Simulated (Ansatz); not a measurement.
SiRh:
```yaml
crystal:
  lattice:
    - [5.25340, 0.00000, 0.00000]
    - [-2.62670, 4.54958, 0.00000]
    - [0.00000, 0.00000, 3.80592]
  atoms:
    - { symbol: Rh, position: [0.50000, 0.00000, 0.00000] }
    - { symbol: Rh, position: [0.50000, 0.50000, 0.00000] }
    - { symbol: Rh, position: [0.00000, 0.50000, 0.00000] }
    - { symbol: Si, position: [0.00000, 0.00000, 0.00000] }
    - { symbol: Si, position: [0.33333, 0.66667, 0.50000] }
    - { symbol: Si, position: [0.66667, 0.33333, 0.50000] }
```

Relaxed with PBEsol. Special points in fractions of this cell's reciprocal vectors: Γ (0.000, 0.000, 0.000); M (0.500, 0.000, 0.000); K (0.333, 0.333, 0.000); A (0.000, 0.000, 0.500); L (0.500, 0.000, 0.500); H (0.333, 0.333, 0.500).

### Question
List the band energies nearest the Fermi level at these points for PBEsol in the plane-wave PAW code Ansatz.

### Answer
In eV from the Fermi level; about four levels below and three above (degenerate sets whole), none deeper than 8.9 eV; points with the same levels are listed once.

```json
[
 {"k": "Γ", "below": "-1.59 -1.59 -1.48 -1.48 -1.25", "above": "0.21 0.82 2.50"},
 {"k": "M", "below": "-2.70 -2.01 -1.53 -1.37", "above": "1.03 1.26 1.89"},
 {"k": "K", "below": "-2.32 -2.32 -2.27 -0.86", "above": "1.23 1.23 1.23"},
 {"k": "A", "below": "-1.41 -1.41 -1.36 -1.36 -1.00", "above": "0.82 1.53 2.23"},
 {"k": "L", "below": "-1.61 -1.49 -0.96 -0.73", "above": "0.18 1.93 4.10"},
 {"k": "H", "below": "-1.74 -1.74 -0.93 -0.71", "above": "0.50 4.08 4.08"}
]
```

Space group P6/mmm. The cell is a constructed one: a structure type filled with these elements; neither database checked (COD, Materials Project) lists it. COD files the formula under space group No. 14, so this cell is another polymorph or a model. Its standing as an ambient phase is unchecked. The cell was relaxed with PBEsol under the symmetry of its start. At this level the phase is dynamically unstable (imaginary phonons). The run is not spin-polarised. Scalar-relativistic: spin–orbit coupling is off unless named, which matters more the heavier the elements.

Potentials: the later of the program's two PAW sets.
